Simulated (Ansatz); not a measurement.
**Profile along the Fe–Fe line in Fe (bcc, W type)**

Fe (bcc, W type)

```xyz
1
Lattice="-1.3935 1.3935 1.3935 1.3935 -1.3935 1.3935 1.3935 1.3935 -1.3935" Properties=species:S:1:pos:R:3 pbc="T T T"
Fe     0.0000     0.0000     0.0000
```

Fields along a shortest Fe–Fe line of a {211} plane (2.41 Å), from Fe to Fe, interpolated on the slice's grid (step about 0.1 Å). Level of theory: PBEsol (plane waves to 420 eV, PAW, scalar-relativistic; Ansatz, a quantum-chemistry and plane-wave program). k mesh 23×23×23. Near the nuclei the fields are pseudised (PAW); where an atom keeps semicore shells as valence, they peak there. Fe was relaxed with its symmetry unable to fall. Relaxed Fe ends ferromagnetic. Other magnetic orders were not checked, so this need not be the ground state.

```tsv
distance from Fe (Å)	valence electron density (e/Å³)	spin density, up minus down (e/Å³)	electron localisation function	ELF of the up spins	ELF of the down spins
0.00	35.57	5.75	x	x	x
0.24	23.97	3.66	x	x	x
0.48	8.33	1.02	x	x	x
0.72	1.83	0.20	0.31	0.30	0.33
0.96	0.53	0.04	0.19	0.19	0.20
1.21	0.38	0.01	0.27	0.22	0.32
1.45	0.53	0.04	0.19	0.19	0.20
1.69	1.83	0.20	0.31	0.30	0.33
1.93	8.33	1.02	x	x	x
2.17	23.97	3.66	x	x	x
2.41	35.57	5.75	x	x	x
```

x: too close to a nucleus for the ELF to mean much.

Density on the Fe–Fe line (2.41 Å) at its midpoint: 0.38 e/Å³. ELF at that point: 0.27.
